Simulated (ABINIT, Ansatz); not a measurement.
## BiTe: the pressure in 2 programs

The cell as given:

Symmetry: Fm-3m, No. 225, cubic system. Conventional cell: a = 6.470 Å, b = 6.470 Å, c = 6.470 Å, α = 90.00°, β = 90.00°, γ = 90.00°. Bi (site symmetry m-3m) is surrounded by 6 Te at 3.23 Å. Around Te (site symmetry m-3m) lie 6 Bi at 3.23 Å.

Kept alike: task relaxation of cell and atoms; functional PBE; k mesh 7 × 7 × 7; occupations fermi-dirac, width 0.05 eV; no spin polarisation. The mesh is that of the run's cell of 2 atoms. No spin-orbit coupling.

- A: ABINIT, JTH PAW PBE v2.0, cutoff 599 eV
- B: Ansatz, Ansatz PAW, cutoff 420 eV

| pressure (GPa) | A: volume (Å³/atom) | B: volume (Å³/atom) |
| --- | --- | --- |
| 0 | 34.448 | 34.513 |
| 5 | 31.548 | 31.599 |
| 10 | 29.590 | 29.608 |

Values hold for each row's relaxed cell, which stops near the pressure aimed at. Ansatz's stress holds its Pulay term. The runs follow the start's structure, whether or not it is the stable one at these pressures. For a metal such a mesh leaves the last digits unconverged.

Question: How large is the effect of the pressure, and do the programs agree on it?

Answer: From 0 to 10 GPa the volume moves by -4.858 in A, -4.905 in B (Å³/atom). Row by row the programs differ by 0.018 to 0.065, and over this span the shifts, as printed, agree within about 1 %.
